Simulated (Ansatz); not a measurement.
## All-electron card of SbMo

```
Mo Sb
1.0
     4.64377    0.00000    0.00000
    -2.32188    4.02162    0.00000
     0.00000    0.00000    5.45412
Mo Sb
2 2
Direct
  0.33333 0.66667 0.93801
  0.66667 0.33333 0.43801
  0.33333 0.66667 0.43799
  0.66667 0.33333 0.93799
```

Atom numbers follow the list: Mo1, Mo2, Sb3, Sb4.

Conventional cell: a = 4.644 Å, b = 4.644 Å, c = 5.454 Å, α = 90.00°, β = 90.00°, γ = 120.00°. Mo (atom 1) is surrounded by 5 Sb at 2.68 to 2.73 Å. Sb (atom 3) has 5 Mo at 2.68 to 2.73 Å as nearest neighbours.

The cell was built from the wurtzite type and relaxed in the same program, and has space group P6_3/mmc; it needn't be a known or the stable phase. The relaxation left the symmetry of that type.

Spin–orbit coupling is left out, though it moves levels of the heavy atoms by tenths of an eV or more.

All numbers are computed: DFT, PBE, all-electron LAPW, scalar-relativistic (Ansatz 0.2.0); DFT, PBE, PAW with Ansatz's default frozen-core files, scalar-relativistic (Ansatz 0.2.0).

For LAPW: a Γ-centred 9×9×5 k mesh, Fermi–Dirac smearing of 0.05 eV, basis error target 1 meV/atom, no spin polarisation. PAW takes a cutoff of 420 eV at this cell. The Ansatz runs share mesh, smearing and spin set-up. Values come from LAPW unless marked.

| Item | Value |
| --- | --- |
| Bader charges (from the PAW run) | Mo1 +0.35, Sb3 -0.35 e |
| Pressure at this cell | -0.1 kbar |
| Volume per atom | 25.46 Å³ |

Q: Predict this quantity. Band gap.

A: None at this level of theory (metallic, semimetallic, or a small gap that the functional closes).

Q: Predict this quantity. Density of states at the Fermi level (0.2 eV bin).

A: 9.90 states/eV per cell.

Q: Give the computed value. Löwdin charges (with 0.21 e of the cell spilling out of the atomic basis, so their sizes and signs hang on that basis).

A: Mo1 -0.09, Sb3 0.19 e.
